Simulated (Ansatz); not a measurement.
Where the states of BiAs lie

```cif
data_structure
_symmetry_space_group_name_H-M 'P6_3mc'
_symmetry_Int_Tables_number 186
_cell_length_a 5.0352
_cell_length_b 5.0352
_cell_length_c 6.4977
_cell_angle_alpha 90.000
_cell_angle_beta 90.000
_cell_angle_gamma 120.000
_cell_volume 142.67
loop_
_atom_site_label
_atom_site_type_symbol
_atom_site_symmetry_multiplicity
_atom_site_Wyckoff_symbol
_atom_site_fract_x
_atom_site_fract_y
_atom_site_fract_z
_atom_site_occupancy
Bi1 Bi 2 b 0.33333 0.66667 0.97264 1
As1 As 2 b 0.33333 0.66667 0.40336 1
```

The runs use the primitive cell with vectors (5.035, 0.000, 0.000), (-2.518, 4.361, 0.000), (0.000, 0.000, 6.498) Å, to which the k mesh refers.

The structure comes from a relaxation in the same program, started in the wurtzite type, and has space group P6_3mc. Whether it is a known phase or the ground state wasn't checked.

Spin–orbit coupling is left out, though it moves levels of the heavy atoms by tenths of an eV or more.

Method: DFT, PBE, all-electron LAPW, scalar-relativistic in Ansatz 0.2.0.

Settings: a Γ-centred 10×10×6 k mesh, Fermi–Dirac smearing of 0.05 eV, basis error target 0.5 meV/atom, no spin polarisation.

States per eV and cell, averaged over 0.4 eV, from -9.8 to 5.6 eV, with energies (bin centres) from the valence-band top; empty bins are left out. The partial columns, the largest 3 alone, are projections on Löwdin-orthogonalised atomic shells (those that the program's projection atoms carry: the occupied ones and, for some elements, an empty d or f shell; other empty shells have no column), summed over atoms of an element. Weights on diffuse s and p shells depend on that basis and aren't pure angular character.

```csv
E (eV),total,As 4p,Bi 6p,As 4s
-9.7,1.80,0.12,0.18,0.88
-9.3,1.54,0.10,0.14,0.74
-8.9,0.93,0.06,0.07,0.45
-8.5,0.61,0.03,0.04,0.30
-8.1,0.39,0.02,0.02,0.19
-7.7,0.21,0.01,0.01,0.11
-7.3,0.02,0.00,0.00,0.01
-4.9,0.34,0.16,0.17,0.00
-4.5,2.32,1.14,1.13,0.02
-4.1,3.10,1.57,1.47,0.02
-3.7,3.40,1.76,1.56,0.03
-3.3,2.63,1.41,1.16,0.02
-2.9,4.07,2.24,1.71,0.05
-2.5,3.53,1.98,1.39,0.07
-2.1,3.06,1.69,1.13,0.10
-1.7,2.42,1.27,0.85,0.13
-1.3,2.63,1.40,0.85,0.16
-0.9,1.61,0.91,0.45,0.10
-0.5,0.65,0.43,0.13,0.03
-0.1,0.24,0.18,0.03,0.00
0.3,2.00,0.64,1.11,0.10
0.7,3.55,1.11,1.93,0.24
1.1,2.35,0.78,1.26,0.12
1.5,3.70,1.36,1.91,0.11
1.9,4.41,1.64,2.18,0.09
2.3,3.26,1.28,1.60,0.06
2.7,2.62,1.07,1.29,0.03
3.1,2.25,0.92,1.06,0.01
3.5,1.71,0.71,0.78,0.01
3.9,2.18,0.77,0.86,0.01
4.3,1.98,0.51,0.59,0.01
4.7,2.16,0.24,0.25,0.01
5.1,4.03,0.37,0.35,0.01
5.5,3.30,0.24,0.21,0.01
```

Q: Which of the resolved shells contributes most in the top eV of the valence band?

A: As 4p, with 61 % of all states there; Bi 6p follows with 24 %.
